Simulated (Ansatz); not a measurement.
Total density of states per atom from PBE in the plane-wave PAW code Ansatz, in 0.25 eV bins, energy from the Fermi level:

(E (eV), states/eV/atom): (-3.35, 0.00); (-3.10, 0.03); (-2.85, 0.07); (-2.60, 0.09); (-2.35, 0.13); (-2.10, 0.17); (-1.85, 0.41); (-1.60, 1.28); (-1.35, 1.70); (-1.10, 1.94); (-0.85, 1.79); (-0.60, 1.61); (-0.35, 1.45); (-0.10, 1.39); (0.15, 2.06); (0.40, 1.60); (0.65, 1.99); (0.90, 2.39); (1.15, 2.24)

### Question
Pick the material that matches.
A. TiS2, CdI2 type
B. La, dhcp (α-La type)
C. GeS, Pnma (Ge on 4c, S on 4c)
D. PtSe2, CdI2 type

### Answer
B, La, dhcp (α-La type). Within 0.5 eV of the Fermi level: La 5d 77 %, La 4f 14 %, La 6s 6 %. Projections are on Löwdin-orthogonalised atomic valence shells; empty p or d shells of many metals are not among them.

Space group P6_3/mmc (dhcp (α-La type)). The PBE relaxation kept the symmetry of its start. Scalar-relativistic: spin–orbit coupling is off unless named, which matters more the heavier the elements.

Potentials: the earlier of the program's two PAW sets.
